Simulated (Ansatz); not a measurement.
A plane-wave run on La2NiMoO6

input.yaml (Ansatz 0.2.0)

```yaml
crystal:
  lattice:
    - [0.0, 3.97171397, 3.97171397]
    - [3.97171397, 0.0, 3.97171397]
    - [3.97171397, 3.97171397, 0.0]
  atoms:
    - { symbol: O, position: [0.736, 0.264, 0.264] }
    - { symbol: O, position: [0.264, 0.736, 0.264] }
    - { symbol: O, position: [0.264, 0.736, 0.736] }
    - { symbol: O, position: [0.736, 0.264, 0.736] }
    - { symbol: O, position: [0.264, 0.264, 0.736] }
    - { symbol: O, position: [0.736, 0.736, 0.264] }
    - { symbol: La, position: [0.25, 0.25, 0.25] }
    - { symbol: La, position: [0.75, 0.75, 0.75] }
    - { symbol: Mo, position: [0.5, 0.5, 0.5] }
    - { symbol: Ni, position: [0.0, 0.0, 0.0] }
  symmetry: { tolerance: 0.0003 }
kpoints:
  mp_grid: { grid: [6, 6, 6], shift: [0, 0, 0] }
  band_path:
    path:
      - [0.0, 0.0, 0.0]
      - [0.5, 0.0, 0.5]
      - [0.625, 0.25, 0.625]
      - [0.375, 0.375, 0.75]
      - [0.0, 0.0, 0.0]
      - [0.5, 0.5, 0.5]
      - [0.5, 0.25, 0.75]
      - [0.5, 0.0, 0.5]
    npoints: 8
magnetization:
  spin_polarized: false
scf:
  occupations: { method: methfessel_paxton, width: 0.0263 }
  lower_state_search: "off"
  max_iter: 200
hamiltonian:
  pseudopotentials: { kind: paw }
  xc: r2scan
basis:
  ecutwfc: 500
  fft_grid_basis: typed
output:
  forces: true
  stress: true
  eigenvalues: true
  bader: true
  populations: true
  elf: true
  write_potential: true
  volumetric_format: npy
  dos:
    e_range: [-12, 8]
    de: 0.05
    projected: { site_lists: { La: [La], Mo: [Mo], Ni: [Ni], O: [O] } }
checkpoint:
  read: saved_state
```

The saved state is an earlier solution for the same cell, perhaps on another mesh. 

Output (shortened):

```
La: projections on atomic orbitals take those of the free atom [Kr 4d10] 4f0 5s2 5p6 5d1 6s2, of charge +0.00 (hamiltonian.pseudopotentials.projection_atoms); the dataset's partial waves leave at most 1.9e-5 of an orbital's norm unspanned inside its sphere
Pseudopotentials: kind: paw
Pseudopotential: O, paw, valence charge 6, recommended cutoff 500 eV (meta_gga), O.paw.azcp
Pseudopotential: La, paw, valence charge 11, recommended cutoff 500 eV (meta_gga), La.paw.azcp
Pseudopotential: Mo, paw, valence charge 14, recommended cutoff 500 eV (meta_gga), Mo.paw.azcp
Pseudopotential: Ni, paw, valence charge 18, recommended cutoff 500 eV (meta_gga), Ni.paw.azcp
Functional definition: r2SCAN
  exchange = r2scan_x(k0 = k0, k1 = k1, a1 = a1)
  correlation = r2scan_c
Crystal: 10 atoms, lattice volume = 125.304 Å³
Basis set: ecut = 500 eV, 3143 PW (Γ), exchange–correlation on 180×180×180 points (64 copies of the dense FFT grid, shifted against one another)
Bands: 55, of which v1, the nominal top of the filled ones, is band 45 counted from 1 (44 counted from 0)
Symmetry: 48 space group operations
Space group: Fm-3m (ITA 225), of the structure as read, at distance tolerance 1.5e-3 Å
k-points: 16 of 216
Initial density: read from a saved state, or passed on in memory by an earlier SCF of this step, an earlier step, the calling program or the single point that the run made first
Functional: x = r2scan, c = r2scan; τ floored in thin density (d = 2e-4 eV/Å³)
SCF iter   1: F=—  Δρ=5.33e-3  dr2=3.46e-2  dr2_τ=5.08e-3
SCF iter   2: F=—  S|Δr|=    0.00e0  Δρ=6.99e-2  dr2=6.23e0  dr2_τ=6.74e-2  recentre
SCF iter   3: F=—  S|Δr|=    0.00e0  Δρ=4.66e-3  dr2=2.63e-2  dr2_τ=4.72e-4  defer=65
SCF iter   4: F=—  S|Δr|=    0.00e0  Δρ=4.01e-3  dr2=1.98e-2  dr2_τ=4.62e-4  defer=65
SCF iter   5: F=—  S|Δr|=    0.00e0  Δρ=2.79e-3  dr2=9.20e-3  dr2_τ=2.52e-4  defer=65
SCF iter   6: F=—  S|Δr|=    0.00e0  Δρ=7.94e-3  dr2=8.25e-2  dr2_τ=9.59e-4  defer=65  recentre
SCF iter   7: F=—  S|Δr|=    0.00e0  Δρ=5.41e-3  dr2=3.81e-2  dr2_τ=4.27e-4  defer=65
SCF iter   8: F=—  S|Δr|=    0.00e0  Δρ=2.16e-3  dr2=6.15e-3  dr2_τ=7.49e-5  defer=65
SCF iter   9: F=—  S|Δr|=    0.00e0  Δρ=1.02e-3  dr2=1.33e-3  dr2_τ=1.43e-5  defer=65
SCF iter  10: F=—  S|Δr|=    0.00e0  Δρ=4.26e-4  dr2=2.31e-4  dr2_τ=1.95e-6  defer=65
SCF iter  11: F=—  S|Δr|=    0.00e0  Δρ=6.32e-5  dr2=5.16e-6  dr2_τ=4.63e-8  defer=65
SCF iter  12: F=—  S|Δr|=    0.00e0  Δρ=2.72e-5  dr2=8.75e-7  dr2_τ=5.43e-9  defer=65
SCF iter  13: F=-26761.9484 eV  S|Δr|=    0.00e0  Δρ=5.24e-6  dr2=3.47e-8  dr2_τ=1.51e-9
Free energy (F): -26761.9484 eV
Harris-Foulkes:  -26761.9484 eV  (|F-HF|=2.74e-8)
Internal energy: -26761.9497 eV  (E = F + TS)
E sigma→0 (E₀):  -26761.9487 eV
Entropy (-TS):   0.0014 eV (0.135 meV/atom)
Fermi energy:    15.1852 eV
--- Per-component energies (eV) ---
  E_band       = -464.1606
  E_kinetic    = 2166.8405
  E_local      = -8406.9708  (includes V_loc(G=0)·N_el)
  E_nonlocal   = 1275.9268
  E_hartree    = 3410.7945
  E_xc         = -962.0285
  E_vxc        = -1325.9534  (∫ρ·V_xc dr)
  E_paw        = -16710.8115  (= ΣΔE_a)
  E_vpaw       = -1076.8452  (= ΣTr[D̂ρ^β])
  E_aug_tail   = 0.0059  (compensation charges beyond the density's cutoff)
  E_vtau       = 81.2564  (kinetic-family band-sum trace: ∫τ·v_τ [+ j·A + Jᵃ·Aᵃ] dr)
  E_ewald      = -7535.1306
  E_core_change = -0.5759  (= ΣΔE_core)
  E_smearing   = 0.0014  (= −TS)
--- Forces (eV/Å), atoms counted from 1 ---
  atom   1  O     -2.6551     0.0000     0.0000
  atom   2  O      0.0000    -2.6551     0.0000
  atom   3  O      2.6551     0.0000     0.0000
  atom   4  O      0.0000     2.6551     0.0000
  atom   5  O      0.0000     0.0000    -2.6551
  atom   6  O      0.0000     0.0000     2.6551
  atom   7  La     0.0000     0.0000     0.0000
  atom   8  La     0.0000     0.0000     0.0000
  atom   9  Mo     0.0000     0.0000     0.0000
  atom  10  Ni     0.0000     0.0000     0.0000
--- Stress (GPa, compression-positive) ---
        4.9669       0.0000       0.0000
        0.0000       4.9669       0.0000
        0.0000       0.0000       4.9669
  P = ⅓ Tr σ = 4.9669 GPa (49.669 kbar)
--- Bader charges: 10 sites ---
  site symbol  charge [e]  shift [e]
     0      O     -1.2898     0.0020
     1      O     -1.2898     0.0020
     2      O     -1.2898     0.0020
     3      O     -1.2898     0.0020
     4      O     -1.2898     0.0020
     5      O     -1.2898     0.0020
     6     La      2.0949     0.0000
     7     La      2.0949     0.0000
     8     Mo      2.5885     0.0089
     9     Ni      0.9604     0.0029
```

Origin: a known structure type with other elements, at an estimated volume, so it need not be a known compound. Caveats: no spin polarisation, so a magnetic state may lie lower; atoms or cell far from equilibrium; f levels without a U or exact exchange are poorly placed.
